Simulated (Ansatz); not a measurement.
With DFT-r²SCAN in the program Ansatz with PAW potentials, Al in the hexagonal phase (P6/mmm; Al on 2e, Al on 2d, Al on 3f) relaxes to a = 5.185 Å, c = 5.003 Å.

Electronic character: metallic (no gap).

The bulk modulus is 81.6 GPa. The relaxed-ion elastic constants in GPa are C11 = 139, C12 = 57.1, C13 = 43.7, C33 = 174, C44 = -14.2.

The start of the workflow was typed in or built on a structure type; neither database checked (COD, Materials Project) lists it. It is not the phase usual at ambient conditions (space group No. 225). The r²SCAN relaxation kept the symmetry of its start. At this level the phase is mechanically unstable. As this level gives no gap, shear constants depend on the k-mesh and smearing (Fermi–Dirac, 0.1 eV here). Axis ratios of metals converge slowly with the k-mesh, so a and c are less sure than the volume. On the denser mesh and wider smearing of the elastic run this cell carries a stress of 0.6 GPa.

Potentials: the later of the program's two PAW sets.
